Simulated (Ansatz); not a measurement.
## K: do energies and stresses tell the same story?

Method: Ansatz 0.2.0, DFT PBEsol, scalar-relativistic, plane waves, PAW.

Settings: cutoff 420 eV, Γ-centred mesh 12×12×12 on the computed 1-atom cell, Gaussian smearing of 0.10 eV; no spin polarisation.

Relaxed cell: Im-3m, a = 5.225 Å, b = 5.225 Å, c = 5.225 Å, α = 90.00°, β = 90.00°, γ = 90.00°, 1 atom in the primitive cell.

Energies at zero smearing and pressures from the stress tensor, at volumes with shape and atoms relaxed:
| V (Å³/atom) | E − E(first) (meV/atom) | P (GPa) |
| --- | --- | --- |
| 67.044 | 0.00 | 0.233 |
| 69.183 | -2.17 | 0.098 |
| 71.323 | -2.65 | -0.020 |
| 73.463 | -1.66 | -0.122 |
| 75.602 | 0.59 | -0.210 |

Task: Check P = −dE/dV between neighbouring volumes, and get the bulk modulus from the pressures alone.

Result: With 1 eV/Å³ = 160.2 GPa:
```json
{"middle V (Å³/atom)": "68.113", "−ΔE/ΔV (GPa)": "0.162", "mean P (GPa)": "0.165"}
{"middle V (Å³/atom)": "70.253", "−ΔE/ΔV (GPa)": "0.036", "mean P (GPa)": "0.039"}
{"middle V (Å³/atom)": "72.393", "−ΔE/ΔV (GPa)": "-0.074", "mean P (GPa)": "-0.071"}
{"middle V (Å³/atom)": "74.532", "−ΔE/ΔV (GPa)": "-0.168", "mean P (GPa)": "-0.166"}
```

The two differ by 0.003 GPa at most. The mean of two end pressures misses the average over a step by about ΔV² P″/12, up to 0.002 GPa here; with that taken off 0.002 GPa remains. Around V = 71.323 Å³/atom, the two neighbours give B = −V ΔP/ΔV = 71.323 × 0.219 / 4.279 = 3.7 GPa, against B0 = 3.7 GPa from the Birch–Murnaghan fit of the energies.